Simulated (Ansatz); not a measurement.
Trial structures of Sm₂B₂Rh: starts and ends

The calculation used Ansatz, DFT PBE, scalar-relativistic, plane waves, PAW, and for the lanthanide a 4f-in-core norm-conserving potential. Settings: cutoff 690 eV, Γ-centred meshes spaced at most about 0.3 Å⁻¹, and about 0.25 Å⁻¹ or finer for metals (2π included), Gaussian smearing. No spin polarisation in the final relaxations.

Each guess was relaxed in cell and atoms at zero pressure, within the symmetry of its start. Temperature and zero-point effects are left out. Coordination counts B atoms around Rh and Sm (those within 1.25 times the shortest such distance or 1.15 times the sum of covalent radii, 1.27 where that leaves under three; a plus sign parts nearer from farther groups; the shortest distance is added where it exceeds 1.18 times the sum of covalent radii).

```
guess      made from  start group  V start (Å³/atom)  end group  V end (Å³/atom)  coordination at the end  gap on mesh (eV)  E over the lowest end (meV/atom)
    1    random cell         P6mm               20.3     P6/mmm             21.9               Sm 6, Rh 2                 0                               918
    2  LaMg2Si2 type       P4/mmm               19.1          ?                ?                        ?                 ?                                 ?
    3   BaGa2H2 type        P-3m1               16.3      P-3m1             18.8               Sm 4, Rh 6                 0                                 0
    4    random cell       P6/mmm               17.3     P6/mmm             20.4    Sm 6 from 3.5 Å, Rh 6                 0                               523
```

Guess 2 as it starts:

```yaml
crystal:
  lattice:
    - [4.14045, 0.00000, 0.00000]
    - [0.00000, 4.14045, 0.00000]
    - [0.00000, 0.00000, 5.57725]
  atoms:
    - { symbol: Sm, position: [0.00000, 0.50000, 0.50000] }
    - { symbol: Sm, position: [0.50000, 0.00000, 0.50000] }
    - { symbol: B, position: [0.50000, 0.50000, 0.19907] }
    - { symbol: B, position: [0.50000, 0.50000, 0.80093] }
    - { symbol: Rh, position: [0.00000, 0.00000, 0.00000] }
```

Problem. Predict the end of this guess and its energy over the lowest end.

Solution. It ends in space group P4/mmm (No. 123), with a = 5.274 Å, c = 3.194 Å, 17.8 Å³/atom and no gap. It lies 44 meV/atom over the lowest end, above guess 3 and below guess 4. Counting B atoms around Rh and Sm, this end has Sm 4, Rh 8+8 from 3.8 Å and the lowest (guess 3) has Sm 4, Rh 6. This end holds B–B chains (shortest 1.59 Å); in the lowest (guess 3) the shortest B–B distance is 2.45 Å.

```cif
data_structure
_symmetry_space_group_name_H-M 'P 1'
_symmetry_Int_Tables_number 1
_cell_length_a 5.2741
_cell_length_b 5.2741
_cell_length_c 3.1937
_cell_angle_alpha 90.000
_cell_angle_beta 90.000
_cell_angle_gamma 90.000
_cell_volume 88.83
loop_
_atom_site_label
_atom_site_type_symbol
_atom_site_fract_x
_atom_site_fract_y
_atom_site_fract_z
_atom_site_occupancy
Sm1 Sm 0.00000 0.50000 0.50000 1
Sm2 Sm 0.50000 0.00000 0.50000 1
B1 B 0.50000 0.50000 0.25078 1
B2 B 0.50000 0.50000 0.74922 1
Rh1 Rh 0.00000 0.00000 0.00000 1
```

Formation energies are uncorrected and refer to the elements' standard structures at the same level.

Problem. Is the lowest end bound against the elements?

Solution. Yes: its formation energy is −0.30 eV/atom. Whether it is stable depends on the other phases of the system, which aren't compared here.

Cells relaxed within their symmetry can be saddle points. A lower structure may well exist outside this small set. Some candidate types were left out of the draw beforehand, so a known form may be missing.

The lanthanide is trivalent by construction, without f bands, f moments or other valences. The reference runs of the other elements, and any phases without the lanthanide, used 420 eV, which shifts energies against them by under 10 meV/atom. The lanthanide's reference is the lowest of its hcp, dhcp and fcc cells.
